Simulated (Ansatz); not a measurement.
V (simple cubic, Pm-3m) at seven volumes, r²SCAN in the plane-wave PAW code Ansatz, scaled uniformly. One row is withheld.

```tsv
V (Å³/atom)	P (GPa)
13.389	11.43
13.830	?
14.272	3.27
14.713	-0.07
15.154	-2.85
15.596	-5.51
16.037	-7.88
```

Fit the shown pressures and predict the withheld one.

P = (3/2)B₀(x^(7/2) − x^(5/2))[1 + (3/4)(B′ − 4)(x − 1)] with x = (V₀/V)^(2/3). Least squares on the six rows gives V₀ = 14.711 Å³/atom, B₀ = 104 GPa, B′ = 3.23. At V = 13.830, x = 1.0420 and P = 7.09 GPa. The run itself gave 6.95 GPa.

The cell is a constructed one: a structure type filled with these elements; neither database checked (COD, Materials Project) lists it. It is not the phase usual at ambient conditions (space group No. 229). Symmetry was held in the r²SCAN relaxation, as lowered by the spin order. At this level the phase is mechanically unstable. Magnetic state: antiferromagnetic, chosen from 3 collinear starts compared on coarse meshes (ties went to the first, and starts can fall back to one state), not a proven ground state. Other orbital occupations within this spin state were not tried.

Potentials: the later of the program's two PAW sets.
